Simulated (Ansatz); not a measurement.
LiTaO₃:
```cif
data_Li2O6Ta2
_chemical_formula_sum 'Li2 Ta2 O6'
_space_group_name_H-M_alt 'P 1'
_space_group_IT_number 1
_cell_length_a 5.46428
_cell_length_b 5.46428
_cell_length_c 5.46428
_cell_angle_alpha 56.097
_cell_angle_beta 56.097
_cell_angle_gamma 56.097
loop_
_space_group_symop_operation_xyz
  'x, y, z'
loop_
_atom_site_label
_atom_site_type_symbol
_atom_site_fract_x
_atom_site_fract_y
_atom_site_fract_z
_atom_site_occupancy
Li1 Li 0.28213 0.28213 0.28213 1
Li2 Li 0.78213 0.78213 0.78213 1
Ta1 Ta 0.99905 0.99905 0.99905 1
Ta2 Ta 0.49905 0.49905 0.49905 1
O1 O 0.61726 0.22519 0.86456 1
O2 O 0.22519 0.86456 0.61726 1
O3 O 0.86456 0.61726 0.22519 1
O4 O 0.11726 0.36456 0.72519 1
O5 O 0.72519 0.11726 0.36456 1
O6 O 0.36456 0.72519 0.11726 1
```

Relaxed with PBEsol. The program Ansatz at the PBEsol level (PAW) gives a gap of 3.79 eV.

**Question.** What gap does HSE06 give on the same cell (Ansatz, PAW)?

**Answer.** 5.37 eV, 1.58 eV more. The hybrid was solved on a coarser mesh and at special points; the gap given is the minimum over both.

```csv
k,v1 PBEsol,c1 PBEsol,v1 HSE06,c1 HSE06
Γ,-0.03,3.79,-0.03,5.37
T,-0.31,5.21,[?],[?]
L,-0.26,4.64,-0.28,6.27
F,-0.27,3.84,[?],[?]
S0,-0.15,4.01,[?],[?]
H0,-0.32,4.38,[?],[?]
```

**Question.** Top valence (v1) and lowest conduction level (c1) in eV from each method's valence maximum (which need not be a listed point): supply the withheld HSE06 values.

**Answer.** 
- T, v1 HSE06: -0.33
- T, c1 HSE06: 6.89
- H0, v1 HSE06: -0.35
- H0, c1 HSE06: 5.97
- F, v1 HSE06: -0.29
- F, c1 HSE06: 5.41
- S0, v1 HSE06: -0.17
- S0, c1 HSE06: 5.59

Cost on shared cores: the PBEsol run (SCF on a 7×7×7 mesh, then bands and DOS) very roughly 3 core-minutes, the HSE06 run (SCF on 4×4×4, then a few points) roughly 2.9 core-minutes; the tasks are unlike.

Space group R3c. The cell was relaxed with PBEsol under the symmetry of its start. No spin polarisation was allowed. Spin–orbit coupling is left out wherever it is not named.

Potentials: the earlier of the program's two PAW sets. The files were generated under PBE; for other functionals the program regenerates the frozen cores, and for LDA and PBEsol the local potential too.
